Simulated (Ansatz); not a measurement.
Si$_{2}$Ru in space group Cmce (No. 64; Si on 16g, Si on 16g, Ru on 8d, Ru on 8f), DFT-r²SCAN in the program Ansatz with PAW potentials, all energies at zero smearing, with the estimated change up to a 700 eV cutoff added, with one set of potentials and settings (totals compare only within such a set). Cell of 24 atoms (16 Si, 8 Ru): -57364.317 eV.

| element | reference phase | E (eV/atom) |
|---|---|---|
| Si | Fd-3m, 2 atoms in the cell | -639.0667 |
| Ru | P6_3/mmc, 2 atoms in the cell | -5890.7039 |

Formation energy per atom, worked out: (-57364.317 − 16×(-639.0667) − 8×(-5890.7039))/24 = -0.567 eV/atom (-55 kJ per mol of atoms), at 0 K, without zero-point energy or fitted corrections.

The first step of the workflow began from a Materials Project structure, measured or hypothetical; the Crystallography Open Database copy checked does not list it. Whether it is the stable phase at ambient conditions was not checked. The cell was relaxed with r²SCAN under the symmetry of its start; whether a distortion lowers the energy is not shown. No spin polarisation was allowed. The references are the lowest solids computed at this level, not always the standard phases.

Potentials: the later of the program's two PAW sets.
